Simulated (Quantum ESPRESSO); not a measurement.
## Calculated data, CuMo₆W, TaIn₂Cu₃Mo₂, Li₂HfAlIn₂Ir₂

Calculation on a made-up metal alloy cell, not a measurement, the site pattern found by running every listed pattern: no spin or spin-orbit, unrelaxed, 2900 K smearing, stress positive in tension, cell energy less fitted offsets; periodic Kohn-Sham density functional theory in plane waves with PseudoDojo standard norm-conserving scalar-relativistic pseudopotentials, each functional with its own files (v0.5 for PBE, v0.4.1 for LDA and PBEsol), eight atoms on drawn sites of a strained close-packed or body-centred lattice, each displaced and held fixed; the energy is the cell's free energy, ions and the entropy term -TS included, at the stated Fermi-Dirac width, less a fixed offset for each atom's element (shifted free energy); compositions with an open d shell lost a parallel starting moment in a cheaper test run, and other magnetic orders were not tried; an error bar is the largest change of its kind in a tighter rerun, never given below 0.002 eV, 0.02 GPa or 0.003 eV/angstrom, and covers cutoff and k-mesh only, not smearing or the files. Program: Quantum ESPRESSO 7.5.

Settings shared by all entries: functional pbe; fermi dirac smearing 0.25 eV; electrons removed 0.

Notes on all entries: heavy elements are run without spin-orbit coupling, which real alloys of them have; a spin test at this wide smearing found no moment, but such smearing suppresses magnetism that the real alloy may have; lattice, volume and sites are drawn at random and may be unstable or far from any real phase; energies are for the whole cell, less offsets fitted to these runs, so they are not formation energies.

(1) CuMo₆W

- lattice type: face-centred cubic
- cutoff: 1252 eV
- computed entropy term negative ts: -1.842 eV
- computed pressure: -5.47 GPa
- computed stress xx: 5.68 GPa
- computed stress yy: 6.32 GPa
- computed stress zz: 4.41 GPa
- computed stress yz: -0.06 GPa
- computed stress xz: 0.13 GPa
- computed stress xy: -0.38 GPa
- k mesh: 7 x 5 x 3 shifted half a step off Gamma on each axis
- computed shifted free energy: -1.03 eV
- found pattern: 3

Cell:
| vector | x (Å) | y (Å) | z (Å) |
| --- | --- | --- | --- |
| a | -4.0117 | 0 | 0 |
| b | -2.0058 | -4.0117 | -2.0058 |
| c | -2.0058 | -4.0117 | 6.0175 |

Atoms:
| atom site | atom x (Å) | atom y (Å) | atom z (Å) | pattern 1 element | pattern 2 element | pattern 3 element | pattern 4 element |
| --- | --- | --- | --- | --- | --- | --- | --- |
| 1 | -0.0395 | -0.0309 | 0.1086 | Mo | W | Mo | W |
| 2 | -1.9697 | -4.0145 | 1.9975 | Cu | Mo | Mo | Cu |
| 3 | -1.9914 | -2.0017 | 0.006 | Mo | Mo | W | Mo |
| 4 | -4.0043 | -5.9513 | 1.8649 | Mo | Mo | Mo | Mo |
| 5 | -4.0226 | -4.0703 | 4.003 | Mo | Cu | Mo | Mo |
| 6 | -4.0354 | -4.0405 | 0.0115 | Mo | Mo | Cu | Mo |
| 7 | -4.0994 | -2.0187 | 1.9366 | Mo | Mo | Mo | Mo |
| 8 | -6.1241 | -6.0006 | 4.0238 | W | Mo | Mo | Mo |

Offsets:
| element | energy per atom (eV) |
| --- | --- |
| Cu | -5159.25 |
| Mo | -1911.95 |
| W | -2063.48 |

Computed forces:
| site | x (eV/Å) | y (eV/Å) | z (eV/Å) |
| --- | --- | --- | --- |
| 1 | 0.052 | 0.782 | -0.255 |
| 2 | -0.488 | -0.261 | -1.016 |
| 3 | -0.729 | -0.517 | 0.196 |
| 4 | -0.253 | -0.657 | 0.671 |
| 5 | 0.006 | 0.578 | 0.301 |
| 6 | 0.028 | 0.346 | -0.141 |
| 7 | 0.88 | 0.291 | 0.154 |
| 8 | 0.503 | -0.563 | 0.089 |

Found structure:
```cif
# cell vector a (Å): -4.0117 0.0000 0.0000
# cell vector b (Å): -2.0058 -4.0117 -2.0058
# cell vector c (Å): -2.0058 -4.0117 6.0175
data_CuMo6W
_symmetry_space_group_name_H-M 'P 1'
_symmetry_Int_Tables_number 1
_cell_length_a 4.0117
_cell_length_b 4.9133
_cell_length_c 7.5052
_cell_angle_alpha 77.395
_cell_angle_beta 74.499
_cell_angle_gamma 65.906
_cell_volume 129.12
loop_
_atom_site_label
_atom_site_type_symbol
_atom_site_fract_x
_atom_site_fract_y
_atom_site_fract_z
_atom_site_occupancy
Mo1 Mo 0.00600 0.99224 0.01546 1
Mo2 Mo 0.99065 0.50156 0.49913 1
W1 W 0.24692 0.37348 0.12549 1
Mo3 Mo 0.25643 0.88018 0.60330 1
Mo4 Mo 0.49543 0.26204 0.75257 1
Cu1 Cu 0.50233 0.75395 0.25322 1
Mo5 Mo 0.77027 0.13603 0.36717 1
Mo6 Mo 0.77869 0.62032 0.87545 1
```

Notes: the copper pseudopotential is less sure than most, with forces differing by about three percent and pressure by about two GPa from a second method on plain copper; error bars: energy 0.0036 eV, stress 0.038 GPa, force 0.0081 eV/Å, from a tighter rerun of this or a related cell; largest difference from nearest other candidate 149 error bars.

(2) TaIn₂Cu₃Mo₂

- lattice type: hexagonal close-packed
- cutoff: 1252 eV
- computed entropy term negative ts: -1.165 eV
- computed pressure: -1.77 GPa
- computed stress xx: 0.88 GPa
- computed stress yy: 1.28 GPa
- computed stress zz: 3.14 GPa
- computed stress yz: 0.04 GPa
- computed stress xz: -1.72 GPa
- computed stress xy: -0.13 GPa
- k mesh: 5 x 5 x 5 shifted half a step off Gamma on each axis
- computed shifted free energy: 0.293 eV
- found pattern: 2

Cell:
| vector | x (Å) | y (Å) | z (Å) |
| --- | --- | --- | --- |
| a | 3.0196 | -0.0674 | 4.6795 |
| b | 2.8519 | -0.0363 | -4.5736 |
| c | -3.0255 | 5.0298 | -0.07 |

Atoms:
| atom site | atom x (Å) | atom y (Å) | atom z (Å) | pattern 1 element | pattern 2 element | pattern 3 element | pattern 4 element | pattern 5 element | pattern 6 element |
| --- | --- | --- | --- | --- | --- | --- | --- | --- | --- |
| 1 | 0.0715 | -0.0213 | -0.0746 | In | In | In | Cu | Ta | Cu |
| 2 | -1.5517 | 2.4251 | 0.0203 | Ta | Mo | Cu | In | Cu | Mo |
| 3 | 2.7749 | 1.5331 | -2.2956 | Cu | Cu | Ta | Cu | In | In |
| 4 | 1.2659 | 4.0032 | -2.3568 | Cu | Cu | Mo | In | Mo | Mo |
| 5 | 3.0129 | -0.0448 | 0.0343 | In | Ta | Mo | Ta | Cu | In |
| 6 | 1.5118 | 2.4527 | -0.0737 | Mo | In | Cu | Mo | Cu | Ta |
| 7 | 2.8991 | 1.779 | 2.2535 | Cu | Mo | In | Mo | In | Cu |
| 8 | 1.3674 | 4.1559 | 2.2926 | Mo | Cu | Cu | Cu | Mo | Cu |

Offsets:
| element | energy per atom (eV) |
| --- | --- |
| Cu | -5159.25 |
| In | -1808.02 |
| Mo | -1911.95 |
| Ta | -1771.44 |

Computed forces:
| site | x (eV/Å) | y (eV/Å) | z (eV/Å) |
| --- | --- | --- | --- |
| 1 | -0.055 | 0.019 | 0.051 |
| 2 | 0.531 | -0.331 | -0.323 |
| 3 | 0.341 | 0.215 | 0.05 |
| 4 | 0.462 | 0.899 | -0.134 |
| 5 | -0.292 | -0.099 | -0.11 |
| 6 | -1.048 | 0.267 | 0.066 |
| 7 | 0.077 | -0.855 | 0.354 |
| 8 | -0.015 | -0.115 | 0.047 |

Found structure:
```cif
# cell vector a (Å): 3.0196 -0.0674 4.6795
# cell vector b (Å): 2.8519 -0.0363 -4.5736
# cell vector c (Å): -3.0255 5.0298 -0.0700
data_TaIn2Cu3Mo2
_symmetry_space_group_name_H-M 'P 1'
_symmetry_Int_Tables_number 1
_cell_length_a 5.5696
_cell_length_b 5.3900
_cell_length_c 5.8700
_cell_angle_alpha 105.567
_cell_angle_beta 107.447
_cell_angle_gamma 115.213
_cell_volume 135.14
loop_
_atom_site_label
_atom_site_type_symbol
_atom_site_fract_x
_atom_site_fract_y
_atom_site_fract_z
_atom_site_occupancy
In1 In 0.00210 0.01852 0.99593 1
Mo1 Mo 0.98987 0.97782 0.48185 1
Cu1 Cu 0.38986 0.89597 0.31649 1
Cu2 Cu 0.38309 0.89491 0.80749 1
Ta1 Ta 0.51190 0.51623 0.00168 1
In2 In 0.50439 0.52456 0.49818 1
Mo2 Mo 0.91573 0.43857 0.36913 1
Cu3 Cu 0.90598 0.41281 0.84137 1
```

Notes: the copper pseudopotential is less sure than most, with forces differing by about three percent and pressure by about two GPa from a second method on plain copper; error bars: energy 0.0045 eV, stress 0.031 GPa, force 0.0045 eV/Å, from a tighter rerun of this or a related cell; largest difference from nearest other candidate 429 error bars.

(3) Li₂HfAlIn₂Ir₂

- lattice type: hexagonal close-packed
- cutoff: 1007 eV
- computed entropy term negative ts: -1.159 eV
- computed pressure: -8.66 GPa
- computed stress xx: 5.69 GPa
- computed stress yy: 9.68 GPa
- computed stress zz: 10.6 GPa
- computed stress yz: 3.54 GPa
- computed stress xz: -0.35 GPa
- computed stress xy: 0.21 GPa
- k mesh: 8 x 5 x 3 shifted half a step off Gamma on each axis
- computed shifted free energy: -0.778 eV
- found pattern: 2

Cell:
| vector | x (Å) | y (Å) | z (Å) |
| --- | --- | --- | --- |
| a | 3.0279 | -0.0065 | -0.0474 |
| b | -0.0112 | 5.2391 | 0.0437 |
| c | -0.1565 | 0.0833 | 9.8338 |

Atoms:
| atom site | atom x (Å) | atom y (Å) | atom z (Å) | pattern 1 element | pattern 2 element | pattern 3 element | pattern 4 element | pattern 5 element | pattern 6 element |
| --- | --- | --- | --- | --- | --- | --- | --- | --- | --- |
| 1 | 0.015 | -0.0228 | -0.0763 | Li | In | Li | Li | Li | Ir |
| 2 | -0.0095 | 0.0319 | 5.0398 | Ir | In | Li | In | Hf | Li |
| 3 | 0.0413 | 1.7426 | 2.5078 | In | Li | Ir | Li | In | In |
| 4 | -0.1115 | 1.8798 | 7.2733 | Al | Ir | Hf | Ir | Al | In |
| 5 | 1.5214 | 2.5685 | -0.0532 | In | Hf | Ir | In | In | Ir |
| 6 | 1.4881 | 2.6984 | 4.955 | Hf | Li | In | Hf | Li | Al |
| 7 | 1.5007 | 4.402 | 2.4854 | Ir | Ir | Al | Al | Ir | Li |
| 8 | 1.269 | 4.3851 | 7.4485 | Li | Al | In | Ir | Ir | Hf |

Offsets:
| element | energy per atom (eV) |
| --- | --- |
| Al | -63.26 |
| Hf | -1535.13 |
| In | -1808.02 |
| Ir | -3133.86 |
| Li | -195.67 |

Computed forces:
| site | x (eV/Å) | y (eV/Å) | z (eV/Å) |
| --- | --- | --- | --- |
| 1 | -0.037 | 0.06 | 1.068 |
| 2 | -0.166 | 0.116 | -1.06 |
| 3 | -0.029 | -0.013 | 0.195 |
| 4 | 0.159 | 0.188 | 0.984 |
| 5 | 0.005 | 0.529 | -0.432 |
| 6 | -0.032 | -0.014 | 0.073 |
| 7 | 0.013 | -0.5 | -0.414 |
| 8 | 0.087 | -0.366 | -0.414 |

Found structure:
```cif
# cell vector a (Å): 3.0279 -0.0065 -0.0474
# cell vector b (Å): -0.0112 5.2391 0.0437
# cell vector c (Å): -0.1565 0.0833 9.8338
data_Li2HfAlIn2Ir2
_symmetry_space_group_name_H-M 'P 1'
_symmetry_Int_Tables_number 1
_cell_length_a 3.0283
_cell_length_b 5.2393
_cell_length_c 9.8354
_cell_angle_alpha 89.035
_cell_angle_beta 91.810
_cell_angle_gamma 90.253
_cell_volume 155.95
loop_
_atom_site_label
_atom_site_type_symbol
_atom_site_fract_x
_atom_site_fract_y
_atom_site_fract_z
_atom_site_occupancy
In1 In 0.00454 0.99578 0.99228 1
In2 In 0.02335 0.99797 0.51262 1
Li1 Li 0.02797 0.32862 0.25369 1
Ir1 Ir 0.00261 0.34707 0.73809 1
Hf1 Hf 0.50401 0.49096 0.99484 1
Li2 Li 0.51940 0.50768 0.50412 1
Ir2 Ir 0.51172 0.83686 0.25149 1
Al1 Al 0.46123 0.82555 0.75599 1
```

Notes: error bars: energy 0.002 eV, stress 0.057 GPa, force 0.0093 eV/Å, from a tighter rerun of this or a related cell; largest difference from nearest other candidate 205 error bars.
